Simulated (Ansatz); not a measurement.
BC5:
Space group P3m1 (No. 156); a = b = 2.545 Å, c = 6.371 Å, α = β = 90.00°, γ = 120.00°

| atom | site | symmetry | x | y | z |
|---|---|---|---|---|---|
| B | 1a | 3m. | 0.0000 | 0.0000 | 0.0038 |
| C | 1b | 3m. | 0.3333 | 0.6667 | 0.1110 |
| C | 1b | 3m. | 0.3333 | 0.6667 | 0.3460 |
| C | 1c | 3m. | 0.6667 | 0.3333 | 0.4288 |
| C | 1c | 3m. | 0.6667 | 0.3333 | 0.6718 |
| C | 1a | 3m. | 0.0000 | 0.0000 | 0.7509 |

Relaxed with r²SCAN.

Question: Tabulate the valence density and the electron localisation function along the shortest B–C contact (1.61 Å), the program Ansatz at the r²SCAN level (PAW).

Answer: 

```
distance from B (Å)  density (e/Å³)   ELF
-------------------  --------------  ----
0.16                           0.48  0.01
0.24                           0.65  0.07
0.32                           0.82  0.28
0.40                           0.96  0.59
0.48                           1.06  0.81
0.56                           1.13  0.91
0.64                           1.19  0.95
0.72                           1.26  0.96
0.81                           1.34  0.96
0.89                           1.46  0.96
0.97                           1.61  0.95
1.05                           1.77  0.92
1.13                           1.92  0.86
1.21                           2.00  0.72
1.29                           1.97  0.47
1.37                           1.84  0.21
1.45                           1.65  0.06
```

The density is the valence pseudo-density with augmentation charge, so density and ELF within about 1 Å of a nucleus are not all-electron values.

The start of the workflow was typed in or built on a structure type; the Crystallography Open Database copy checked does not list it. Whether it is the stable phase at ambient conditions was not checked. The r²SCAN relaxation kept the symmetry of its start; whether a distortion lowers the energy is not shown. Its formation energy is positive at this level, so the cell may be metastable or incomplete.

Potentials: the earlier of the program's two PAW sets.
